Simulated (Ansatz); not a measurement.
Relaxed PbS (rock salt):

```
PbS
1.0
    0.00000     2.98725     2.98725
    2.98725     0.00000     2.98725
    2.98725     2.98725     0.00000
S Pb
1 1
Direct
  0.00000   0.00000   0.00000
  0.50000   0.50000   0.50000
```

In this cell atom 2 (Pb, nearest neighbour S at 2.987 Å; its periodic images, 4.2 Å or more away, move with it) is moved by u·(0.707, 0.707, 0.000) + v·(0.000, 0.000, 1.000); the rest is frozen.

All values below come from r2SCAN (plane waves to 500 eV, PAW, scalar-relativistic; Ansatz, a first-principles code). k mesh 8×8×8 (Γ-centred), Fermi-Dirac smearing 0.05 eV. E stands for the smeared free energy. PbS was relaxed with its symmetry unable to fall. Spin-orbit coupling is left out, though Pb is heavy. ΔE is measured from the undisplaced structure. Axes are in Å.

```tsv
ΔE (eV/cell)	u = -0.450	u = -0.225	u = 0.000	u = 0.225	u = 0.450
v = -0.450	0.2883	?	0.1406	?	0.2883
v = -0.225	0.1349	0.0304	?	0.0304	0.1349
v = 0.000	0.1046	0.0105	0.0000	0.0105	0.1046
v = 0.225	0.1349	0.0304	?	0.0304	0.1349
v = 0.450	0.2883	?	0.1406	?	0.2883
```

### Question
What belongs in the gaps?

### Answer

- v = -0.450, u = -0.225: 0.1710
- v = -0.450, u = 0.225: 0.1710
- v = -0.225, u = 0.000: 0.0121
- v = 0.225, u = 0.000: 0.0121
- v = 0.450, u = -0.225: 0.1710
- v = 0.450, u = 0.225: 0.1710

(A displaced cell: forces are minus the slopes of the energy, force constants its curvatures, and phonons follow from these.)
